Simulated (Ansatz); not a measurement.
TaSi₂ in space group P6_422 (No. 181; Ta on 3c, Si on 6i) at seven volumes, plane-wave PAW r²SCAN (Ansatz code), shape and atoms relaxed at each. One row is withheld.

| V (Å³/atom) | P (GPa) |
|---|---|
| 13.123 | 22.47 |
| 13.556 | ? |
| 13.988 | 6.33 |
| 14.421 | 0.00 |
| 14.853 | -5.39 |
| 15.286 | -9.96 |
| 15.719 | -13.83 |

### Question
Fit the shown pressures and predict the withheld one.

### Answer
Third-order Birch–Murnaghan: P = (3/2)B₀(x^(7/2) − x^(5/2))[1 + (3/4)(B′ − 4)(x − 1)] with x = (V₀/V)^(2/3). Least squares on the six rows gives V₀ = 14.421 Å³/atom, B₀ = 193.8 GPa, B′ = 4.37. At V = 13.556, x = 1.0421 and P = 13.73 GPa. The run itself gave 13.76 GPa.

The workflow started from a Materials Project entry (that database holds measured and hypothetical structures alike); the Crystallography Open Database files this formula in space group No. 181, but the cells were not matched. Its standing as an ambient phase is unchecked. The cell was relaxed with r²SCAN under the symmetry of its start; its stability against distortions is not shown here. The run is not spin-polarised. Scalar-relativistic: spin–orbit coupling is off unless named, which matters more the heavier the elements.

Potentials: the earlier of the program's two PAW sets.
